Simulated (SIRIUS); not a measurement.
Consider a self-consistent single point of Si2W (I4/mmm, 3 atoms in the cell; from Materials Project mp-1620, changed as shown).

```
Si2W
1.0
   -1.57518     1.57518     3.82292
    1.57518    -1.57518     3.82292
    1.57518     1.57518    -3.82292
Si W
2 1
Direct
  0.33499   0.33499   0.00000
  0.66501   0.66501   0.00000
  0.00000   0.00000   0.00000
```

All values come from this method and carry its errors: PBE, PseudoDojo 0.5 standard norm-conserving PBE (tails mended) pseudopotentials (plane waves; SIRIUS 7.12.0).

SIRIUS settings:

| setting | value |
|---|---|
| parameters.ngridk | 12 12 12 |
| parameters.xc_functionals | [XC_GGA_X_PBE, XC_GGA_C_PBE] |
| parameters.gk_cutoff | 8.602 1/bohr |
| parameters.pw_cutoff | 17.205 1/bohr |
| parameters.smearing | fermi_dirac |
| parameters.smearing_width | 0.00367493 Ha |
| potentials | PseudoDojo 0.5 standard norm-conserving PBE (tails mended) pseudopotentials |
| parameters.electronic_structure_method | pseudopotential |
| parameters.num_bands | 15 |
| parameters.num_mag_dims | 0 |
| parameters.num_dft_iter | 100 |
| parameters.energy_tol | 1e-07 Ha |
| parameters.density_tol | 1e-06 |
| mixer.type | anderson |
| mixer.beta | 0.5 |
| mixer.use_hartree | false |

Results:

Number of valence electrons: 22
Number of bands: 15
Number of k-points after the program's reduction: 163
Number of plane waves (most at a k-point): 2778
Number of SCF iterations: 24
FFT grid: 48 × 48 × 48
Free energy E − TS: -2295.1675 eV
Fermi level (on the code's own zero): 17.97 eV
Pressure: 20.69 GPa
Largest force (vector length): 0.313 eV/Å

Forces (eV/Å):
```
atom     Fx     Fy      Fz
----  -----  -----  ------
Si1   0.000  0.000  -0.313
Si2   0.000  0.000   0.313
W3    0.000  0.000   0.000
```

Stress (GPa, positive for compression):
```
19.09   0.00   0.00
 0.00  19.09   0.00
 0.00   0.00  23.89
```

For comparison: a first run was changed to give this one (volume scaled by 0.94), and from it to this one the free energy goes up by 59.9 meV/atom, the pressure goes from 3.93 to 20.69 GPa and the largest force goes from 0.126 to 0.313 eV/Å.

The structure comes from a collection of computed structures, made at another level of theory; the collection holds predicted forms beside known ones. Its lattice was then scaled. No clean gap shows at this smearing width and mesh (spacing up to 0.24 Å⁻¹); the mesh is coarse for partly filled bands, so the values carry mesh errors. At this pressure the cell is far from its equilibrium volume at this level.

Cost on one core: roughly 3 core-minutes.

“Tails mended”: in these copies of the files the far tail of each local potential was reset to the Coulomb form.
